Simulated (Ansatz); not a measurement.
LaTl₃ (Cu3Au type, Pm-3m) at seven volumes, plane-wave PAW r²SCAN (Ansatz code), scaled uniformly. One row is withheld.

```csv
V (Å³/atom),P (GPa)
26.161,6.00
27.024,3.63
27.886,?
28.748,0.00
29.611,-1.38
30.473,-2.53
31.336,-3.48
```

Question: Fit the shown pressures and predict the withheld one.

Answer: Third-order Birch–Murnaghan: P = (3/2)B₀(x^(7/2) − x^(5/2))[1 + (3/4)(B′ − 4)(x − 1)] with x = (V₀/V)^(2/3). Least squares on the six rows gives V₀ = 28.748 Å³/atom, B₀ = 50.18 GPa, B′ = 5.04. At V = 27.886, x = 1.0205 and P = 1.65 GPa. The run itself gave 1.65 GPa.

The workflow started from an entry of the Crystallography Open Database (COD). Its standing as an ambient phase is unchecked. The r²SCAN relaxation kept the symmetry of its start; its stability against distortions is not shown here. Spin–orbit coupling is left out wherever it is not named.

Potentials: the later of the program's two PAW sets.
